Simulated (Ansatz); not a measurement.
Cu₃Pd (Cu3Au type, space group No. 221) at seven volumes, plane-wave PAW PBEsol (Ansatz code), scaled uniformly. One row is withheld.

```json
[
 {"V (Å³/atom)": "11.106", "P (GPa)": "21.23"},
 {"V (Å³/atom)": "11.472", "P (GPa)": "?"},
 {"V (Å³/atom)": "11.839", "P (GPa)": "5.84"},
 {"V (Å³/atom)": "12.205", "P (GPa)": "0.01"},
 {"V (Å³/atom)": "12.571", "P (GPa)": "-4.85"},
 {"V (Å³/atom)": "12.937", "P (GPa)": "-8.89"},
 {"V (Å³/atom)": "13.303", "P (GPa)": "-12.24"}
]
```

Question: Fit the shown pressures and predict the withheld one.

Answer: P = (3/2)B₀(x^(7/2) − x^(5/2))[1 + (3/4)(B′ − 4)(x − 1)] with x = (V₀/V)^(2/3). Least squares on the six rows gives V₀ = 12.206 Å³/atom, B₀ = 177 GPa, B′ = 5.07. At V = 11.472, x = 1.0422 and P = 12.85 GPa. The run itself gave 12.83 GPa.

Space group Pm-3m (Cu3Au type). The workflow started from an entry of the Crystallography Open Database (COD), which files this formula under 3 space groups. Whether it is the stable phase at ambient conditions was not checked. The PBEsol relaxation kept the symmetry of its start; of distortions, only those at the zone centre were tested. No spin polarisation was allowed.

Potentials: the later of the program's two PAW sets.
